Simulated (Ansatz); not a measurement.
ZnO:
```
CELL_PARAMETERS angstrom
      3.27956     0.00000     0.00000
     -1.63978     2.84018     0.00000
      0.00000     0.00000     5.29334
ATOMIC_POSITIONS crystal
  Zn 0.66667 0.33333 0.50061
  Zn 0.33333 0.66667 0.00061
  O  0.66667 0.33333 0.87970
  O  0.33333 0.66667 0.37970
```

Relaxed with PBE. Special points in fractions of this cell's reciprocal vectors: Γ (0.000, 0.000, 0.000); M (0.500, 0.000, 0.000); K (0.333, 0.333, 0.000); A (0.000, 0.000, 0.500); L (0.500, 0.000, 0.500); H (0.333, 0.333, 0.500).

Q: List the band energies nearest the valence-band maximum at these points for plane-wave PAW PBE (Ansatz code).

A: In eV from the valence-band maximum; about four levels below and three above (degenerate sets whole), none deeper than 8.9 eV; points with the same levels are listed once.

```tsv
k	below	above
Γ	-0.75 -0.75 -0.08 0.00 0.00	0.74 5.11 8.08
M	-2.72 -2.14 -1.23 -0.79	5.64 6.84 7.54
K	-3.47 -3.47 -1.84 -1.84 -1.65	7.50 7.50 7.67
A	-0.37 -0.37 -0.37 -0.37	3.37 3.37 9.93 9.93
L	-1.43 -1.43 -1.31 -1.31	5.66 5.66 8.24 8.24
H	-2.58 -2.58 -1.18 -1.18	7.80 7.80 7.96 7.96
```

Space group P6_3mc (wurtzite). Symmetry was held in the PBE relaxation.

Potentials: the later of the program's two PAW sets.
